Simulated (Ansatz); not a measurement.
## Putting Ca into Bi₄Te₃

All numbers below come from DFT PBE+D3(BJ), scalar-relativistic, plane waves, PAW (Ansatz).

Cutoff 420 eV; k points 12×12×12 on the computed 7-atom cell (Γ-centred); Gaussian smearing, width 0.01 eV; no spin polarisation for the host; each changed cell takes a mesh and smearing chosen by its own gap and starts from the host's moments or customary ones, or runs without spin. Cells and atoms are relaxed to the nearest stationary point that keeps the symmetry of their start (forces under 0.02 to 0.04 eV/Å, stress under 0.1 to 0.2 GPa); energies are at zero smearing, without zero-point or thermal terms.

Relaxed host (gap on the mesh 0.17 eV):

```
CELL_PARAMETERS angstrom
2.22261 1.28322 13.84942
-2.22261 1.28322 13.84942
0.00000 -2.56645 13.84942
ATOMIC_POSITIONS crystal
Bi 0.71433 0.71433 0.71433
Bi 0.28567 0.28567 0.28567
Bi 0.14655 0.14655 0.14655
Bi 0.85345 0.85345 0.85345
Te 0.00000 0.00000 0.00000
Te 0.42213 0.42213 0.42213
Te 0.57787 0.57787 0.57787
```

Cases: (1) 2 Ca in a 1×1×1 repeat of the cell, at (0.646 0.646 0.646), (0.354 0.354 0.354) in fractions of that repeat, 2.71 Å from the nearest atom of the relaxed host; (2) 1 Ca in a 1×1×1 repeat of the cell, at (0.646 0.646 0.646) in fractions of that repeat, 2.71 Å from the nearest atom of the relaxed host.

The table gives the energy per Ca taken from Ca metal (negative: uptake is favourable), the mean voltage, the swelling and the final surroundings.

```csv
case,formula,energy per Ca (eV),mean voltage (V),ΔV (%),principal strains (%),nearest host atoms of the first Ca,gap (eV)
1,Ca2Bi4Te3,-1.20,0.60,+32.6,+10.4 +10.4 +8.8,7 (BiTe) from 3.10 Å,0
2,CaBi4Te3,-0.97,0.48,+16.5,+6.4 +6.4 +3.0,8 (BiTe) from 3.13 Å,0
```

Each ion keeps what symmetry its start has, so a lower place off a symmetric site can be missed, above all for H.

Voltages count 2 electrons per Ca and hold for the ions inside the host, not for its break-up into other phases.

Relaxed structure of case 1, the lowest per ion:

```xyz
9
Lattice="2.4532 1.4164 15.0700 -2.4532 1.4164 15.0700 0.0000 -2.8328 15.0700" Properties=species:S:1:pos:R:3 pbc="T T T"
Bi    0.0000    0.0000   33.8219
Bi    0.0000    0.0000   11.3882
Bi    0.0000    0.0000    6.8239
Bi    0.0000    0.0000   38.3862
Te    0.0000    0.0000    0.0000
Te    0.0000    0.0000   19.7015
Te    0.0000    0.0000   25.5085
Ca    0.0000    0.0000   28.6053
Ca    0.0000    0.0000   16.6048
```

Spin-orbit coupling is left out. In Ca2Bi4Te3, CaBi4Te3 a bond of the host changes by more than 0.6 Å or the volume by a third: the framework has rearranged or swollen or shrunk strongly, and the figure may no longer describe a topotactic step.

Cost: 3 runs of about 51 core-minutes in all, on Arm Neoverse V1 (shared hosts).